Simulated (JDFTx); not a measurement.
An input for a modified build of JDFTx (pentafluoroethane, C2HF5 (SMILES FC(F)C(F)(F)F), charge 0, multiplicity 1, linear PCM (GLSSA13), chloroform, no salt; bohr, hartree) and the course of its log:

```
lattice \
  22.2042819644 0.0000000000 0.0000000000 \
  0.0000000000 21.2594189020 0.0000000000 \
  0.0000000000 0.0000000000 21.7318504332
coords-type Cartesian
ion F -2.3993741870 -2.0502064147 -0.8773150299 0
ion C -1.4655203277 -0.0001419174 0.2832720761 0
ion F -2.3991276689 2.0502064147 -0.8765816199 0
ion C 1.4560884734 -0.0003964951 0.0898970731 0
ion F 2.2731867472 -0.0008460474 -2.2775837666 0
ion F 2.3993741870 2.0327180137 1.2456584769 0
ion F 2.3991559401 -2.0327744539 1.2466457314 0
ion H -2.0627974819 -0.0006909910 2.2775837666 0
ion-species pseudo/f_pbe_v1.4.upf
ion-species pseudo/c_pbe_v1.2.upf
ion-species pseudo/h_pbe_v1.4.upf
elec-cutoff 20 100
elec-ex-corr gga-PBE
symmetries none
elec-n-bands 22
electronic-minimize nIterations 150 energyDiffThreshold 1e-7
fluid LinearPCM
pcm-variant GLSSA13
fluid-solvent CHCl3
fluid-minimize nIterations 400 knormThreshold 1e-11
wavefunction read s0.wfns 25
dump-name s6.$VAR
dump End State Ecomponents EigStats BandEigs Forces ElecDensity IonicPositions FluidDebug
```

```
[one cycle in 7 is shown, and the last three; fluid-solver lines are left out]
ElecMinimize: Iter:   0  Etot: -133.569030110209724  |grad|_K:  3.404e-05  alpha:  1.000e+00
ElecMinimize: Iter:   7  Etot: -133.570077448899355  |grad|_K:  1.979e-05  alpha:  1.072e-01  linmin:  1.862e-04
ElecMinimize: Iter:  14  Etot: -133.570244360392138  |grad|_K:  1.424e-05  alpha:  6.635e-02  linmin:  5.446e-04
ElecMinimize: Iter:  21  Etot: -133.570319240225672  |grad|_K:  1.165e-05  alpha:  6.516e-02  linmin:  8.975e-04
ElecMinimize: Iter:  28  Etot: -133.570368500154387  |grad|_K:  1.650e-05  alpha:  1.578e-02  linmin:  1.459e-03
ElecMinimize: Iter:  35  Etot: -133.570394085886846  |grad|_K:  1.802e-05  alpha:  1.040e-02  linmin:  5.809e-04
ElecMinimize: Iter:  42  Etot: -133.570411680844700  |grad|_K:  1.562e-05  alpha:  8.893e-03  linmin: -2.145e-04
ElecMinimize: Iter:  49  Etot: -133.570426203549488  |grad|_K:  1.414e-05  alpha:  9.688e-03  linmin: -2.087e-04
ElecMinimize: Iter:  56  Etot: -133.570437962919044  |grad|_K:  1.301e-05  alpha:  9.132e-03  linmin:  3.847e-04
ElecMinimize: Iter:  63  Etot: -133.570447325880224  |grad|_K:  1.208e-05  alpha:  8.643e-03  linmin: -1.420e-04
ElecMinimize: Iter:  70  Etot: -133.570455885522222  |grad|_K:  1.141e-05  alpha:  9.043e-03  linmin:  3.928e-04
ElecMinimize: Iter:  77  Etot: -133.570462985048778  |grad|_K:  1.037e-05  alpha:  8.966e-03  linmin:  1.294e-04
ElecMinimize: Iter:  84  Etot: -133.570469353438000  |grad|_K:  1.007e-05  alpha:  8.804e-03  linmin: -2.266e-05
ElecMinimize: Iter:  91  Etot: -133.570474812646268  |grad|_K:  9.299e-06  alpha:  8.387e-03  linmin:  4.379e-05
ElecMinimize: Iter:  98  Etot: -133.570479298905241  |grad|_K:  8.528e-06  alpha:  8.513e-03  linmin:  5.802e-05
ElecMinimize: Iter: 105  Etot: -133.570483280744412  |grad|_K:  8.051e-06  alpha:  8.310e-03  linmin: -2.220e-05
ElecMinimize: Iter: 112  Etot: -133.570486386064204  |grad|_K:  6.919e-06  alpha:  8.237e-03  linmin: -2.757e-05
ElecMinimize: Iter: 119  Etot: -133.570488984059921  |grad|_K:  6.557e-06  alpha:  8.251e-03  linmin:  2.275e-05
ElecMinimize: Iter: 126  Etot: -133.570491118396546  |grad|_K:  5.840e-06  alpha:  8.284e-03  linmin: -3.336e-05
ElecMinimize: Iter: 133  Etot: -133.570492984751723  |grad|_K:  5.582e-06  alpha:  8.320e-03  linmin:  1.349e-05
ElecMinimize: Iter: 140  Etot: -133.570494583136735  |grad|_K:  5.195e-06  alpha:  8.197e-03  linmin: -1.024e-05
ElecMinimize: Iter: 147  Etot: -133.570496039545617  |grad|_K:  4.970e-06  alpha:  8.118e-03  linmin: -5.403e-05
ElecMinimize: Iter: 148  Etot: -133.570496233060766  |grad|_K:  4.900e-06  alpha:  8.119e-03  linmin: -4.420e-05
ElecMinimize: Iter: 149  Etot: -133.570496421347059  |grad|_K:  4.829e-06  alpha:  8.127e-03  linmin: -6.594e-05
ElecMinimize: Iter: 150  Etot: -133.570496604897784  |grad|_K:  4.762e-06  alpha:  8.155e-03  linmin: -7.482e-05
ElecMinimize: None of the convergence criteria satisfied after 150 iterations.
IonicMinimize: Iter:   0  Etot: -133.570496604897784  |grad|_K:  0.000e+00
IonicMinimize: Converged (|grad|_K<1.000000e-04).
```

This run gave no converged result. The loop ran out of cycles short of its threshold. It has stalled and not diverged: the last ten energies span 2e-06 Ha, so the total is near its end, but levels, forces and the chemical potential aren't shown converged.
